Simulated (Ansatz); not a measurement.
LuPO4:
```
LuPO4
1.0
   -3.39820     3.39820     2.97734
    3.39820    -3.39820     2.97734
    3.39820     3.39820    -2.97734
Lu P O
2 2 8
Cartesian
  0.00000   3.39820   1.48867
  0.00000   0.00000   0.00000
  0.00000   0.00000   2.97734
  3.39820   0.00000   1.48867
  0.00000   1.20048   2.01241
  2.19773   0.00000   0.52374
  3.39820   2.19773  -0.96493
  4.59868   0.00000   0.52374
  3.39820  -1.20048   2.45360
  2.19773   3.39820   0.96493
  3.39820   1.20048   2.45360
  1.20048   0.00000   3.94227
```

Relaxed with r²SCAN.

Question: Give the Bader charges and basin volumes of the independent atoms, r²SCAN (plane waves, PAW; program Ansatz).

Answer: 

| atom | Bader charge (e) | Bader volume (Å³) |
|---|---|---|
| Lu1 | +2.31 | 11.2 |
| P3 | +3.89 | 2.7 |
| O5 | -1.55 | 13.7 |

Space group I4_1/amd. The workflow started from an entry of the Crystallography Open Database (COD, 298 K). Its standing as an ambient phase is unchecked. The cell was relaxed with r²SCAN under the symmetry of its start; its stability against distortions is not shown here. Scalar-relativistic: spin–orbit coupling is off unless named, which matters more the heavier the elements.

Potentials: the later of the program's two PAW sets.
